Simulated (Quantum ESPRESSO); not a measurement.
Al3MgN4, input and log of a self-consistent run

Simulated, not a measurement. The program is pw.x of Quantum ESPRESSO 7.5 (plane-wave density functional theory). The cell is made up: 8 atoms on a rocksalt lattice, with randomly drawn elements, strain and displacements, not relaxed. PseudoDojo standard norm-conserving files (v0.5 for PBE, v0.4.1 for LDA and PBEsol) set the functional; there is no spin polarisation, spin-orbit coupling or dispersion term, and the masses in the input are unused placeholders. A spin-polarised start on this cell or one of its family kept no moment.

Input:

```
&control calculation='scf', pseudo_dir='./dojo.nc.sr.pbe.v0_5.standard.upf', outdir='./o', disk_io='medium', tprnfor=.true., tstress=.true. /
&system ibrav=0, nat=8, ntyp=3, nbnd=30, ecutwfc=84.00895049, nosym=.true., tot_charge=0,
 occupations='smearing', smearing='fd', degauss=0.0073498644
/
&electrons conv_thr=7.350e-09, electron_maxstep=60, /
ATOMIC_SPECIES
Al 1.0 Al.upf
Mg 1.0 Mg.upf
N 1.0 N.upf
CELL_PARAMETERS angstrom
4.0747 -0.0807 0.0
-0.0807 4.0747 0.0
0.0 0.0 4.0747
ATOMIC_POSITIONS angstrom
Al -0.0686 -0.0281 -0.0333
Al -0.0562 2.1599 1.866
Mg 2.0531 -0.0823 2.0532
Al 2.044 1.9126 0.0128
N 2.0356 -0.1321 -0.0628
N 2.0747 1.9745 2.0056
N 4.0703 -0.0896 2.1318
N 4.1369 1.9878 0.0284
K_POINTS automatic
6 6 6 1 1 1
```

The log is shortened where brackets say so; the opening notice, blank lines, dates and the lines on written files are dropped, and the path of the files is cut. It prints rydbergs, bohrs and kilobars, and counts compression as positive stress.

```
     Program PWSCF v.7.5
     Parallel version (MPI & OpenMP), running on       1 processor cores
     Number of MPI processes:                 1
     Threads/MPI process:                     1
     [start-up lines left out]
     bravais-lattice index     =            0
     lattice parameter (alat)  =       7.7016  a.u.
     unit-cell volume          =     456.3658 (a.u.)^3
     number of atoms/cell      =            8
     number of atomic types    =            3
     number of electrons       =        39.00
     number of Kohn-Sham states=           30
     kinetic-energy cutoff     =      84.0090  Ry
     charge density cutoff     =     336.0358  Ry
     scf convergence threshold =      7.3E-09
     mixing beta               =       0.7000
     number of iterations used =            8  plain     mixing
     Exchange-correlation= PBE
                           (   1   4   3   4   0   0   0)
     [axes and pseudopotential details left out]
   Cartesian axes
     site n.     atom                  positions (alat units)
         1        Al     tau(   1) = (  -0.0168323  -0.0068949  -0.0081708  )
         2        Al     tau(   2) = (  -0.0137897   0.5299719   0.4578580  )
         3        Mg     tau(   3) = (   0.5037665  -0.0201938   0.5037911  )
         4        Al     tau(   4) = (   0.5015337   0.4692922   0.0031407  )
         5        N      tau(   5) = (   0.4994726  -0.0324132  -0.0154092  )
         6        N      tau(   6) = (   0.5090665   0.4844805   0.4921115  )
         7        N      tau(   7) = (   0.9987243  -0.0219850   0.5230770  )
         8        N      tau(   8) = (   1.0150659   0.4877439   0.0069685  )
     number of k points=   108  Fermi-Dirac smearing, width (Ry)=  0.0073
     Number of k-points >= 100: set verbosity='high' to print them.
     Dense  grid:    47543 G-vectors     FFT dimensions: (  45,  45,  45)
     Estimated max dynamical RAM per process >      55.64 MB
     Initial potential from superposition of free atoms
     starting charge      38.9918, renormalised to      39.0000
     Starting wfcs are   33 randomized atomic wfcs
     total cpu time spent up to now is        9.2 secs
     per-process dynamical memory:    39.5 Mb
     Self-consistent Calculation
     iteration #  1     ecut=    84.01 Ry     beta= 0.70
     Davidson diagonalization with overlap
     ethr =  1.00E-02,  avg # of iterations =  5.8
     total cpu time spent up to now is       36.1 secs
     total energy              =    -215.55564315 Ry
     estimated scf accuracy    <       1.50629207 Ry
     iteration #  2     ecut=    84.01 Ry     beta= 0.70
     Davidson diagonalization with overlap
     ethr =  3.86E-03,  avg # of iterations =  2.5
     total cpu time spent up to now is       57.7 secs
     total energy              =    -216.02117149 Ry
     estimated scf accuracy    <       0.78917608 Ry
     iteration #  3     ecut=    84.01 Ry     beta= 0.70
     Davidson diagonalization with overlap
     ethr =  2.02E-03,  avg # of iterations =  2.0
     total cpu time spent up to now is       75.2 secs
     total energy              =    -216.15417169 Ry
     estimated scf accuracy    <       0.01107575 Ry
     iteration #  4     ecut=    84.01 Ry     beta= 0.70
     Davidson diagonalization with overlap
     ethr =  2.84E-05,  avg # of iterations =  9.8
     total cpu time spent up to now is      107.6 secs
     total energy              =    -216.15540965 Ry
     estimated scf accuracy    <       0.02850878 Ry
     iteration #  5     ecut=    84.01 Ry     beta= 0.70
     Davidson diagonalization with overlap
     ethr =  2.84E-05,  avg # of iterations =  2.0
     total cpu time spent up to now is      132.0 secs
     total energy              =    -216.15962437 Ry
     estimated scf accuracy    <       0.00270399 Ry
     iteration #  6     ecut=    84.01 Ry     beta= 0.70
     Davidson diagonalization with overlap
     ethr =  6.93E-06,  avg # of iterations =  2.6
     total cpu time spent up to now is      152.1 secs
     total energy              =    -216.15988803 Ry
     estimated scf accuracy    <       0.00058594 Ry
     iteration #  7     ecut=    84.01 Ry     beta= 0.70
     Davidson diagonalization with overlap
     ethr =  1.50E-06,  avg # of iterations =  4.2
     total cpu time spent up to now is      171.4 secs
     total energy              =    -216.15993252 Ry
     estimated scf accuracy    <       0.00007798 Ry
     iteration #  8     ecut=    84.01 Ry     beta= 0.70
     Davidson diagonalization with overlap
     ethr =  2.00E-07,  avg # of iterations =  2.0
     total cpu time spent up to now is      189.1 secs
     total energy              =    -216.15994160 Ry
     estimated scf accuracy    <       0.00002540 Ry
     iteration #  9     ecut=    84.01 Ry     beta= 0.70
     Davidson diagonalization with overlap
     ethr =  6.51E-08,  avg # of iterations =  2.0
     total cpu time spent up to now is      206.9 secs
     total energy              =    -216.15994697 Ry
     estimated scf accuracy    <       0.00000072 Ry
     iteration # 10     ecut=    84.01 Ry     beta= 0.70
     Davidson diagonalization with overlap
     ethr =  1.85E-09,  avg # of iterations =  2.0
     total cpu time spent up to now is      222.3 secs
     total energy              =    -216.15994708 Ry
     estimated scf accuracy    <       0.00000008 Ry
     iteration # 11     ecut=    84.01 Ry     beta= 0.70
     Davidson diagonalization with overlap
     ethr =  2.00E-10,  avg # of iterations =  2.0
     total cpu time spent up to now is      240.5 secs
     End of self-consistent calculation
     Number of k-points >= 100: set verbosity='high' to print the bands.
     the Fermi energy is    10.5449 ev
!    total energy              =    -216.15994710 Ry
     estimated scf accuracy    <          1.4E-09 Ry
     smearing contrib. (-TS)   =      -0.00797570 Ry
     internal energy E=F+TS    =    -216.15197139 Ry
     The total energy is F=E-TS. E is the sum of the following terms:
     one-electron contribution =     -79.86622313 Ry
     hartree contribution      =      62.27116126 Ry
     xc contribution           =     -47.96854315 Ry
     ewald contribution        =    -150.58836637 Ry
     convergence has been achieved in  11 iterations
     Forces acting on atoms (cartesian axes, Ry/au):
     atom    1 type  1   force =     0.04325949    0.02244476    0.00787326
     atom    2 type  1   force =     0.03133629   -0.06194649    0.10454292
     atom    3 type  2   force =    -0.01809175    0.02145391   -0.03408539
     atom    4 type  1   force =    -0.01533355    0.00971907   -0.03228645
     atom    5 type  3   force =     0.01137247    0.03781982    0.06855053
     atom    6 type  3   force =    -0.02411232   -0.01171220    0.00262955
     atom    7 type  3   force =     0.01713474    0.02153018   -0.07148834
     atom    8 type  3   force =    -0.04556535   -0.03930906   -0.04573607
     Total force =     0.200181     Total SCF correction =     0.000064
     Computing stress (Cartesian axis) and pressure
          total   stress  (Ry/bohr**3)                   (kbar)     P=      153.27
   0.00092113   0.00042615  -0.00000074          135.50       62.69       -0.11
   0.00042615   0.00088538   0.00000756           62.69      130.24        1.11
  -0.00000074   0.00000756   0.00131917           -0.11        1.11      194.06
     init_run     :      8.20s CPU      9.15s WALL (       1 calls)
     electrons    :    188.04s CPU    231.22s WALL (       1 calls)
     forces       :      2.24s CPU      2.27s WALL (       1 calls)
     stress       :      8.90s CPU      8.95s WALL (       1 calls)
     [timing details left out]
     PWSCF        :   3m27.61s CPU   4m12.52s WALL
     JOB DONE.
```

In other units: free energy -2941.006 eV for the cell, pressure 15.33 GPa, largest force component 2.688 eV/Å. A rerun of the same cell at another strain at 1437 eV and a 8 x 8 x 8 mesh moved values by no more than 0.005 eV in energy, 0.02 GPa in stress and 0.006 eV/Å in force.